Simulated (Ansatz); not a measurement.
Input deck for Ansatz 0.2.0, then the block of the output on the nuclei.

The cell is a COD entry, relaxed with PBE at fixed cell and then changed (z compressed by 2 %, ions relaxed).

```yaml
crystal:
  lattice:
    - [4.1667, 0.0, 0.0]
    - [0.0, 4.1667, 0.0]
    - [0.0, 0.0, 2.61121]
  atoms:
    - { symbol: Si, position: [0.0, 0.0, 0.0] }
    - { symbol: Si, position: [0.5, 0.5, 0.5] }
    - { symbol: O, position: [0.3052551835, 0.3052551835, 0.0] }
    - { symbol: O, position: [0.1947448165, 0.8052551835, 0.5] }
    - { symbol: O, position: [0.6947448165, 0.6947448165, 0.0] }
    - { symbol: O, position: [0.8052551835, 0.1947448165, 0.5] }
kpoints:
  mp_grid: { grid: [7, 7, 11] }
scf:
  occupations: { method: fermi_dirac, width: 0.02 }
hamiltonian:
  xc: pbe
  pseudopotentials: { kind: paw }
output:
  forces: true
  stress: true
  populations: true
  efg: { quadrupole_moments_barn: { O: -0.02558 }, contact_densities: true }
relax:
  f_tol: 0.02
  max_steps: 60
```

```sh
ansatz run input.yaml --threads 1 --pin off --max-ram 3072MiB --backend cpu --events-out ev --progress --plain --runs-dir out
```

The run relaxes the ions first, and the block belongs to the relaxed positions.

Of the output, the block on the nuclei alone is shown; the set-up, the SCF iterations, energies, forces and stress are cut. One atom of each set with nearly equal values is shown.

```
--- PAW observables at the nuclei: V_zz in 10²¹ V/m², potentials from the cell's mean, atoms counted from 1 ---
  atom   1  Si V_zz =    +2.245350   η = 0.3049   by run symmetry: allowed
            electrostatic potential = -1361.618164 V   contact ρ = 12799.508152 e/Å³
  atom   3  O  V_zz =   -10.805495   η = 0.2382   by run symmetry: allowed   C_q = +6.6834 MHz
            electrostatic potential = -626.835323 V   contact ρ = 2153.783025 e/Å³
```

The relaxation (3 steps) took 6.3 s of wall time (5.9 s of CPU time) and 0.41 GiB at its peak, on 1 thread of Intel Xeon 6975P-C (Granite Rapids) (x86_64; 16 cores open to the job, memory cap 3.0 GiB, no GPU), a shared host with a load of 0.5 a core.

At this changed cell the PBE pressure is 21 GPa.
